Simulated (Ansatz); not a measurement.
Given:

SnGe (CsCl type, Pm-3m), a = b = c = 3.532 Å, α = β = γ = 90.00°.

This is the PBEsol-relaxed structure.

All from PBEsol in the plane-wave PAW code Ansatz, unless another level is named. Estimate the highest zone-centre frequency.

12.3 meV.

Next, the bulk modulus (Birch–Murnaghan fit)?

65.6 GPa.

The cell is a constructed one: a structure type filled with these elements; neither database checked (COD, Materials Project) lists it. Whether it is the stable phase at ambient conditions was not checked. The cell was relaxed with PBEsol under the symmetry of its start. At this level the phase is mechanically unstable. Spin–orbit coupling is left out wherever it is not named.

Potentials: the later of the program's two PAW sets.
